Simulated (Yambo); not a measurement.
BaTiO3 (space group P4mm, No. 99), G0W0@LDA (Yambo, plasmon pole, terminator in G, 4×4×4 mesh): gap A → Γ in eV by bands and screening block.

| bands (W and G) | 2 Ry | 3 Ry | 5 Ry | 6 Ry | 8 Ry |
|---|---|---|---|---|---|
| 36 | 4.34 | 3.99 | 3.60 | 3.55 | 3.50 |
| 52 | ? | ? | 3.46 | 3.41 | 3.40 |
| 73 | 4.10 | ? | 3.43 | 3.39 | 3.40 |
| 100 | 4.08 | 3.74 | 3.40 | 3.37 | 3.39 |
| 127 | 4.07 | 3.73 | 3.40 | 3.36 | 3.39 |

Problem. Estimate the withheld gaps from their neighbours; the computed values follow.

Solution. 
- 52, 2 Ry: 4.14
- 52, 3 Ry: 3.81
- 73, 3 Ry: 3.76

The largest settings aren't shown to be the converged limit.

Geometry of the Materials Project entry, not relaxed at this level; primitive cell a = 3.9904 Å, b = 3.9904 Å, c = 4.1027 Å, α = 90.00°, β = 90.00°, γ = 90.00°.
